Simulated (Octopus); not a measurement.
BeS (F-43m, No. 216):
```xyz
2
Lattice="0.0000 2.4352 2.4352 2.4352 0.0000 2.4352 2.4352 2.4352 0.0000" Properties=species:S:1:pos:R:3 pbc="T T T"
Be     0.0000     0.0000     0.0000
S      1.2176     1.2176     1.2176
```
The cell is a database entry, not relaxed again.

Method: LDA in Octopus 16.4; grid spacing about 0.22 Å, Γ-centred 8×8×8 k-mesh, no spin polarisation; Troullier-Martins for S / valence-only HGH without core correction for Be.

Energies in eV against the valence band top; 8 electrons a cell outside the pseudopotentials' cores.

```csv
k-point (reduced),band 1,band 2,band 3,band 4,band 5,band 6,band 7
"Γ (0.000, 0.000, 0.000)",-13.46,0.00,0.00,0.00,5.51,5.51,5.51
"X (-0.500, -0.500, 0.000)",-11.31,-4.95,-2.60,-2.60,2.96,4.78,12.41
"U (-0.375, -0.375, 0.250)",-11.32,-4.48,-4.06,-2.16,4.21,7.31,10.29
"K (-0.375, 0.000, 0.375)",-11.32,-4.48,-4.06,-2.16,4.21,7.31,10.29
"L (0.000, 0.000, 0.500)",-11.85,-5.72,-1.02,-1.02,(withheld),6.39,6.39
"W (-0.500, -0.250, 0.250)",-11.25,-4.17,-3.83,(withheld),(withheld),7.84,8.19
```

Some entries are withheld; supply them.


- L (0.000, 0.000, 0.500), band 5: 5.30
- W (-0.500, -0.250, 0.250), band 5: 6.28
- W (-0.500, -0.250, 0.250), band 4: -3.31
